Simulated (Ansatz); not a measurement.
# Phonon spectrum of Ti3Al5

The calculation used Ansatz, DFT LDA, scalar-relativistic, plane waves, PAW. Plane waves to 420 eV; Γ-centred k mesh 12×12×4; Fermi-Dirac smearing of 0.15 eV. No spin polarisation. Phonons by linear response, acoustic sum rule imposed.

Equilibrium structure at this level:
```
Ti Al
1.0
     3.85480    0.00000    0.00000
     0.00000    3.85480    0.00000
     0.00000    0.00000    8.18879
Ti Al
3 5
Direct
  0.00000 0.00000 0.50000
  0.50000 0.50000 0.00000
  0.50000 0.50000 0.50000
  0.00000 0.50000 0.25229
  0.00000 0.50000 0.74771
  0.50000 0.00000 0.25229
  0.50000 0.00000 0.74771
  0.00000 0.00000 0.00000
```

In a metal, frequencies and elastic constants depend on the k mesh and the smearing, soft modes and shear constants most. The q mesh is coarse, so values between its points are rough.

Force constants from linear response on a 4×4×1 q mesh.

Path: Γ–X–M–Γ–Z–R–A–Z | X–R | M–A. Distance along the path (Å⁻¹), then the branches (cm⁻¹, negative for imaginary):
```
0.000  0 0 0 135 177 177 200 200 229 256 256 284 286 287 292 292 293 317 317 328 331 331 344 344
0.204  54 56 75 131 174 182 201 206 238 255 260 280 281 286 287 293 297 313 318 326 327 329 342 342
0.407  95 109 134 139 175 196 199 224 251 251 263 268 270 276 291 292 300 305 315 322 322 326 336 336
0.611  108 158 162 169 195 210 217 228 233 239 248 260 272 284 292 293 297 299 308 316 317 322 324 336
0.815  111 185 190 199 202 204 204 205 232 234 257 270 270 276 278 294 303 304 308 309 313 317 318 339
1.019  118 180 184 186 202 204 209 210 229 231 250 254 263 272 281 285 299 309 313 320 322 325 326 339
1.222  136 165 168 188 201 209 209 212 219 223 235 235 239 248 290 295 296 302 321 331 337 338 343 343
1.426  155 158 160 190 195 196 198 202 213 219 221 225 226 245 282 290 303 304 326 339 346 347 350 354
1.630  159 159 162 186 190 192 193 193 210 214 215 223 223 256 280 280 305 305 328 342 350 350 352 357
1.918  138 149 180 189 190 196 208 210 214 217 226 231 237 246 281 292 297 308 324 336 340 347 349 351
2.206  100 120 159 185 188 201 206 224 232 233 248 258 268 272 274 285 304 304 313 317 322 341 341 344
2.494  57 74 116 133 179 180 200 206 250 250 268 274 277 281 285 295 297 309 316 318 325 334 340 342
2.783  0 0 0 135 177 177 200 200 229 256 256 284 286 287 292 292 293 317 317 328 331 331 344 344
2.878  27 27 34 139 167 167 207 207 226 255 255 274 287 292 292 293 295 317 317 327 331 331 344 344
2.974  53 53 66 146 149 149 219 219 221 252 252 260 287 292 292 293 302 316 316 327 332 332 343 343
3.070  79 79 92 129 129 150 220 229 229 245 248 248 287 292 292 293 307 316 316 327 332 332 343 343
3.166  96 96 104 113 113 149 227 233 235 235 244 244 287 292 292 293 309 316 316 326 332 332 343 343
3.370  79 93 108 126 152 170 224 230 240 241 242 248 280 284 286 301 309 311 314 328 330 332 340 341
3.574  86 108 136 158 190 199 216 235 242 244 253 258 261 268 277 295 307 308 316 324 327 330 332 335
3.777  115 142 170 195 204 204 206 230 233 239 259 262 268 269 275 280 310 312 313 316 316 319 330 331
3.981  132 174 184 198 202 205 208 221 225 234 241 252 287 289 292 292 296 299 302 305 311 325 326 331
4.185  137 174 185 191 194 202 215 218 223 225 239 252 272 277 279 290 298 306 307 318 322 328 334 334
4.389  148 168 174 187 198 198 205 210 217 225 228 243 252 256 264 282 312 314 317 334 335 335 340 348
4.592  161 162 164 188 193 195 199 202 207 217 224 237 237 239 263 272 317 319 326 340 343 343 345 358
4.796  162 162 166 186 190 191 191 196 210 212 215 230 230 250 263 263 319 319 330 342 346 346 348 362
5.084  146 155 176 180 184 206 206 211 213 224 232 234 235 245 267 272 314 318 319 338 339 343 344 356
5.372  120 122 147 153 212 220 222 223 227 237 243 248 271 277 279 281 282 284 316 323 334 340 340 346
5.660  83 104 106 126 176 186 222 231 233 240 251 253 274 278 283 301 304 307 312 323 329 338 340 340
5.949  96 96 104 113 113 149 227 233 235 235 244 244 287 292 292 293 309 316 316 326 332 332 343 343
5.997  112 184 191 199 200 204 205 205 233 234 256 270 271 276 279 293 303 305 308 309 313 316 320 338
6.093  117 179 195 196 200 203 205 209 231 234 250 267 277 277 282 290 302 306 308 310 313 314 322 337
6.189  125 176 189 199 201 203 207 214 228 234 245 260 281 284 286 292 298 304 305 308 311 319 324 335
6.284  132 174 184 199 202 205 208 220 226 234 241 253 285 288 291 293 295 300 302 306 311 324 326 332
6.332  159 159 162 186 190 192 193 193 210 214 215 223 223 256 280 280 305 305 328 342 350 350 352 357
6.428  159 159 163 186 190 192 193 193 210 214 215 224 224 255 277 277 308 308 329 342 350 350 351 358
6.524  160 160 164 186 190 192 192 194 210 213 215 226 226 253 271 271 313 313 329 342 348 348 350 360
6.620  162 162 165 186 190 192 192 196 210 212 215 229 229 251 265 265 318 318 330 342 347 347 348 361
6.716  162 162 166 186 190 191 191 196 210 212 215 230 230 250 263 263 319 319 330 342 346 346 348 362
```

Whether Ti3Al5 exists in this form wasn't checked.

Cost: 1 run of about 61 core-minutes, on Intel Xeon 6975P-C (Granite Rapids) (shared hosts).